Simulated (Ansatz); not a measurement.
The cell is COD entry 1522856, as deposited and not checked against the literature; nothing was relaxed.

An input for TlPd3 and the output that it gave: DFT, PBEsol, all-electron LAPW, scalar-relativistic (Ansatz 0.2.0).

Command: `ansatz run input.yaml --threads 1 --pin off --max-ram 4096MiB --backend cpu --events-out ev --progress --plain --runs-dir out` The run took 8.6 min on 1 thread of AMD EPYC 7R43 64-Core Processor (Zen 3), with other jobs on the host, peak memory 1.9 GiB.

```yaml
crystal:
  lattice:
    - [-2.073, 2.073, 3.7485]
    - [2.073, -2.073, 3.7485]
    - [2.073, 2.073, -3.7485]
  atoms:
    - { symbol: Tl, position: [0.0, 0.0, 0.0] }
    - { symbol: Pd, position: [0.75, 0.25, 0.5] }
    - { symbol: Pd, position: [0.25, 0.75, 0.5] }
    - { symbol: Pd, position: [0.5, 0.5, 0.0] }
kpoints:
  mp_grid: { grid: [12, 12, 12] }
  band_path:
    path:
      - [0.0, 0.0, 0.0]
      - [0.0, 0.0, 0.5]
      - [0.25, 0.25, 0.25]
      - [0.0, 0.5, 0.0]
      - [0.0, 0.0, 0.0]
      - [0.5, 0.5, -0.5]
      - [0.3264581143, 0.6735418857, -0.3264581143]
      - [-0.3264581143, 0.3264581143, 0.3264581143]
      - [0.0, 0.0, 0.0]
    npoints: 14
scf:
  occupations: { method: fermi_dirac, width: 0.08 }
hamiltonian:
  xc: pbesol
  pseudopotentials: { kind: all_electron, lapw: { basis_error: 0.001 } }
output:
  forces: true
  stress: true
  eigenvalues: true
  populations: true
  dos: { projected: true, de: 0.2, e_range: [-14, 8] }
```

The log:

```
Tl: projections on atomic orbitals take those of the free atom 1s2 2s2 2p6 3s2 3p6 3d10 4s2 4p6 4d10 4f14 5s2 5p6 5d10 6s2 6p1, of charge +0.00 (hamiltonian.pseudopotentials.projection_atoms)
Pd: projections on atomic orbitals take those of the free atom 1s2 2s2 2p6 3s2 3p6 3d10 4s2 4p6 4d10, of charge +0.00 (hamiltonian.pseudopotentials.projection_atoms)
LAPW: plane waves up to 8.310 Å⁻¹, error target 1.0e-3 eV per atom; small_component_spin mean_spin; Pd in spheres of 1.384 Å, 28 of its electrons in bands, Dirac shells []; Tl in spheres of 1.411 Å, 45 of its electrons in bands, Dirac shells []
Engine: ansatz 0.2.0
Pseudopotentials: kind: all_electron
Pseudopotential: Tl, LAPW, valence charge 45, Koelling and Harmon's equation, gaussian nucleus
Pseudopotential: Pd, LAPW, valence charge 28, Koelling and Harmon's equation, gaussian nucleus
Functional definition: PBEsol
  exchange = pbesol_x
  correlation = pbesol_c
Crystal: 4 atoms, lattice volume = 64.434 Å³
Basis set: ecut = 263.11082997985545 eV, 637 PW (Γ), FFT grids on a1+a3, a2+a3, a3, exchange–correlation at level 2
Bands: 78, of which v1, the nominal top of the filled ones, is band 65 counted from 1 (64 counted from 0)
Symmetry: 16 space group operations
Space group: I4/mmm (ITA 139), of the structure as read, at distance tolerance 4.0e-5 Å
k-points: 163 of 1728
Non-local potential: Tl, projectors of the file, none
Non-local potential: Pd, projectors of the file, none
Initial density: superposition of atomic densities (chi_scale 0.1, normalization cell, long waves kept (reshape's long-wave potential 0.00 eV rms))
Initial wavefunctions: plane waves of lowest kinetic energy (no species holds an atomic orbital)
Functional: x = pbesol(κ = 0.804, μ = 0.12345679012345678), c = pbesol(β = 0.046)
iter 1 solved again at ethr=1.59e-3 eV; its pass at ethr=1.00e-1 eV (dr2=2.05e0 eV) is discarded
SCF iter   1: F=—  HF=-962353.727900 eV  |F-HF|=—  |Δ(HF+E_count)|=         —  Δρ=5.44e-2  dr2=2.05e0  ethr=1.59e-3  ⟨swp⟩=2.0  Hψ=77441  notcnv=0
preconditioner: auto → LDOS  [metal: Δε(μ)=0.005 eV  Ē_g=13.934 eV  σ=0.080 eV  W_gap=0.02  n_scr=34 (ndim 8)  ℏωp=30.3 eV  f_vac=0.011  D(μ)=3.81/eV (n_scr^D=34)  β→1.0]
SCF iter   2: F=—  HF=-962355.617197 eV  |F-HF|=—  |Δ(HF+E_count)|=    1.89e0  Δρ=3.26e-2  dr2=8.40e-1  ethr=1.59e-3  ⟨swp⟩=3.0  Hψ=36398  notcnv=0
preconditioner: auto → Kerker (q_TF=auto, 3.063 Å⁻¹)  [metal: Δε(μ)=0.066 eV  Ē_g=15.174 eV  σ=0.080 eV  W_gap=0.19  n_scr=34 (ndim 8)  ℏωp=30.3 eV  f_vac=0.000  D(μ)=0.92/eV (n_scr^D=0)  β→0.5]
iter 3 solved again at ethr=2.41e-5 eV; its pass at ethr=6.51e-4 eV (dr2=3.11e-2 eV) is discarded
SCF iter   3: F=—  HF=-962350.263653 eV  |F-HF|=—  |Δ(HF+E_count)|=    5.35e0  Δρ=7.02e-3  dr2=3.11e-2  ethr=2.41e-5  ⟨swp⟩=2.0  Hψ=61202  notcnv=0
SCF iter   4: F=—  HF=-962350.231092 eV  |F-HF|=—  |Δ(HF+E_count)|=         —  Δρ=8.93e-3  dr2=7.76e-2  ethr=2.41e-5  ⟨swp⟩=2.0  Hψ=36615  notcnv=0
the basis was enlarged: its passes take 412.2 KiB over the memory plan, 1 of 1 planned eigensolver slots
SCF iter   5: F=—  HF=-962350.192136 eV  |F-HF|=—  |Δ(HF+E_count)|=   3.90e-2  Δρ=4.93e-3  dr2=2.13e-2  ethr=2.41e-5  ⟨swp⟩=2.0  Hψ=35270  notcnv=0
SCF iter   6: F=—  HF=-962350.192134 eV  |F-HF|=—  |Δ(HF+E_count)|=   1.15e-6  Δρ=1.72e-3  dr2=2.90e-3  ethr=1.65e-5  ⟨swp⟩=2.0  Hψ=34262  notcnv=0
SCF iter   7: F=—  HF=-962350.192027 eV  |F-HF|=—  |Δ(HF+E_count)|=   1.07e-4  Δρ=8.82e-4  dr2=3.77e-4  ethr=2.25e-6  ⟨swp⟩=2.0  Hψ=36426  notcnv=0
SCF iter   8: F=—  HF=-962350.191971 eV  |F-HF|=—  |Δ(HF+E_count)|=   5.66e-5  Δρ=2.95e-4  dr2=6.41e-5  ethr=2.93e-7  ⟨swp⟩=2.0  Hψ=36426  notcnv=0
SCF iter   9: F=—  HF=-962350.191955 eV  |F-HF|=—  |Δ(HF+E_count)|=   1.54e-5  Δρ=1.49e-4  dr2=2.01e-5  ethr=4.97e-8  ⟨swp⟩=2.0  Hψ=36426  notcnv=0
SCF iter  10: F=—  HF=-962350.191957 eV  |F-HF|=—  |Δ(HF+E_count)|=   1.26e-6  Δρ=6.19e-5  dr2=5.33e-6  ethr=1.56e-8  ⟨swp⟩=2.0  Hψ=36426  notcnv=0
SCF iter  11: F=—  HF=-962350.191955 eV  |F-HF|=—  |Δ(HF+E_count)|=   1.85e-6  Δρ=2.45e-5  dr2=6.74e-7  ethr=4.14e-9  ⟨swp⟩=2.0  Hψ=36426  notcnv=0
SCF iter  12: F=—  HF=-962350.191955 eV  |F-HF|=—  |Δ(HF+E_count)|=   1.40e-9  Δρ=1.32e-5  dr2=1.09e-7  ethr=5.22e-10  ⟨swp⟩=2.0  Hψ=36426  notcnv=0
SCF iter  13: F=—  HF=-962350.191955 eV  |F-HF|=—  |Δ(HF+E_count)|=   2.14e-8  Δρ=1.34e-5  dr2=1.71e-7  ethr=8.44e-11  ⟨swp⟩=2.0  Hψ=36427  notcnv=0
SCF iter  14: F=-962350.191955 eV  HF=-962350.191955 eV  |F-HF|=9.52e-8  |Δ(HF+E_count)|=   1.12e-7  Δρ=6.68e-6  dr2=4.07e-8  ethr=8.44e-11  ⟨swp⟩=2.0  Hψ=36426  notcnv=0
SCF 1 converged in 14 iterations: F = -962350.191955 eV  dr2 = 4.07e-8
NSCF: frozen V_eff on 113 k-points
SCF converged after 14 iterations
Free energy (F): -962350.191955 eV
Harris-Foulkes:  -962350.191955 eV  (|F-HF|=9.52e-8)
Internal energy: -962350.157513 eV  (E = F + TS)
E sigma→0 (E₀):  -962350.174734 eV
Entropy (-TS):   -0.034442 eV (-8.610 meV/atom)
Fermi energy:    21.868511 eV
--- Per-component energies (eV) ---
  E_band       = -14423.450057
  E_kinetic    = 1061957.188204
  E_xc         = -21778.039913
  E_electrostatic = -2002529.305805  (all electrons and nuclei)
  E_smearing   = -0.034442  (= −TS)
  E_closure    = 0.000000  (closes the sum)
  E_atoms      = -962333.305752  (free atoms, spherical and without spin; not in F)
  Σ components = -962350.191955   (vs F -962350.191955, Δ=0.00e0)
  Basis errors (estimates in eV, not in F): energy 2.5e-4 per atom: plane waves 2.1e-4 (1.1e-4 summed), levels above the bands 1.6e-87, relativity 2.3e-8, radial functions 4.0e-5, core shells 4.6e-8; eigenvalues (radial functions only) 3.7e-6; not estimated: angular momenta, meshes, grids; target (lapw.basis_error) 1.0e-3; muffin-tin radii Pd 1.384 Å, Tl 1.411 Å
--- Forces (eV/Å), atoms counted from 1 ---
  atom   1  Tl     0.00000000     0.00000000     0.00000000
  atom   2  Pd     0.00000000    -0.00000000     0.00000000
  atom   3  Pd     0.00000000    -0.00000000     0.00000000
  atom   4  Pd    -0.00000000     0.00000000     0.00000000
  max |Σ_I F_I| component: 3.04e-18 eV/Å
--- Stress (GPa, compression-positive) ---
       -0.182724       0.000000       0.000000
        0.000000      -0.182724       0.000000
        0.000000       0.000000       0.164759
  P = ⅓ Tr σ = -0.0669 GPa (-0.669 kbar)
--- Band table (eV; the first three rows and the last of 163) ---
  k-point 0: bands = ["-348.0284", "-348.0282", "-348.0282", "-348.0267", "-348.0217", "-302.3786", "-302.3786", "-302.3786", "-302.3786", "-302.3680", "-302.3680", "-302.3573", "-302.3573", "-302.3522", "-302.3522", "-302.1843", "-302.1734", "-302.1655", "-302.1655", "-302.1295", "-104.5438", "-87.8455", "-87.8442", "-87.8426", "-87.8426", "-87.8407", "-87.8407", "-87.8386", "-62.0578", "-62.0400", "-61.8466", "-49.7329", "-49.7302", "-49.7302", "-27.9022", "-27.8599", "-27.8599", "-27.8532", "-27.7811", "-27.7811", "-27.6282", "-27.6282", "-27.5469", "10.4798", "10.5066", "10.5251", "10.5301", "10.5301", "12.3418", "17.5427", "17.7070", "17.9800", "17.9966", "17.9966", "18.8074", "18.8074", "19.1618", "20.4110", "20.4489", "20.8248", "20.9706", "21.0795", "21.0795", "21.5589", "24.3518", "25.4396", "27.6480", "27.6480", "28.9533", "28.9533", "29.8429", "30.2432", "30.7469", "31.6564", "31.6564", "31.6903", "37.2794", "38.9429"]
  k-point 1: bands = ["-348.0284", "-348.0282", "-348.0282", "-348.0267", "-348.0217", "-302.3786", "-302.3786", "-302.3786", "-302.3786", "-302.3680", "-302.3680", "-302.3573", "-302.3573", "-302.3522", "-302.3522", "-302.1843", "-302.1734", "-302.1655", "-302.1655", "-302.1295", "-104.5438", "-87.8455", "-87.8442", "-87.8426", "-87.8426", "-87.8407", "-87.8407", "-87.8386", "-62.0571", "-62.0405", "-61.8467", "-49.7329", "-49.7302", "-49.7302", "-27.9012", "-27.8609", "-27.8577", "-27.8525", "-27.7864", "-27.7780", "-27.6307", "-27.6268", "-27.5470", "10.4954", "10.5200", "10.5224", "10.5331", "10.5360", "12.4721", "17.6243", "17.6728", "17.7808", "18.0715", "18.1609", "18.7815", "18.8137", "19.1595", "20.3857", "20.4446", "20.7543", "20.8063", "20.8668", "20.9403", "21.5138", "24.8499", "25.0831", "26.9884", "27.9800", "28.2241", "28.4528", "30.7122", "30.7556", "31.0311", "31.7568", "31.8853", "32.1468", "37.4243", "39.1141"]
  k-point 2: bands = ["-348.0284", "-348.0282", "-348.0282", "-348.0267", "-348.0217", "-302.3786", "-302.3786", "-302.3786", "-302.3786", "-302.3680", "-302.3680", "-302.3573", "-302.3573", "-302.3522", "-302.3522", "-302.1843", "-302.1734", "-302.1655", "-302.1655", "-302.1295", "-104.5438", "-87.8455", "-87.8442", "-87.8426", "-87.8426", "-87.8407", "-87.8407", "-87.8386", "-62.0553", "-62.0419", "-61.8471", "-49.7329", "-49.7303", "-49.7302", "-27.8990", "-27.8688", "-27.8631", "-27.8323", "-27.8015", "-27.7708", "-27.6368", "-27.6231", "-27.5472", "10.5007", "10.5362", "10.5372", "10.5399", "10.5729", "12.8490", "17.2323", "17.8510", "17.9091", "18.2871", "18.3458", "18.6958", "18.8539", "19.1700", "20.1227", "20.2340", "20.4505", "20.6012", "20.6499", "20.7506", "21.4335", "24.6430", "25.7469", "25.9086", "26.6087", "27.6142", "28.9307", "30.1189", "31.7657", "32.1160", "32.9021", "33.3017", "33.3317", "37.7173", "38.6139"]
  k-point 162: bands = ["-348.0284", "-348.0282", "-348.0282", "-348.0267", "-348.0217", "-302.3786", "-302.3786", "-302.3786", "-302.3786", "-302.3680", "-302.3680", "-302.3573", "-302.3573", "-302.3522", "-302.3522", "-302.1843", "-302.1734", "-302.1655", "-302.1655", "-302.1295", "-104.5438", "-87.8455", "-87.8442", "-87.8426", "-87.8426", "-87.8407", "-87.8407", "-87.8386", "-62.0555", "-62.0401", "-61.8488", "-49.7327", "-49.7302", "-49.7302", "-27.8866", "-27.8866", "-27.8746", "-27.8475", "-27.7583", "-27.7583", "-27.6238", "-27.6238", "-27.5822", "10.3538", "10.4801", "10.4801", "10.5042", "10.5812", "13.9356", "16.4652", "17.7920", "18.1034", "18.1034", "18.1166", "18.1925", "19.7915", "19.7915", "20.0200", "20.0396", "20.7330", "20.8447", "21.3548", "21.5531", "21.5628", "21.5628", "22.4912", "22.4912", "27.3028", "29.4149", "32.5301", "32.9108", "32.9108", "34.0788", "36.2142", "36.2142", "37.1171", "37.1171", "37.6558"]
--- Löwdin populations: 4 sites ---
  site symbol       q [e]
     0     Tl     82.4801
     1     Pd     45.3951
     2     Pd     45.3951
     3     Pd     45.3851
  spilling = 0.001573 (of n_electrons = 219.000000)
```

Spin polarisation is left out, and whether a magnetic state lies lower isn't shown here.
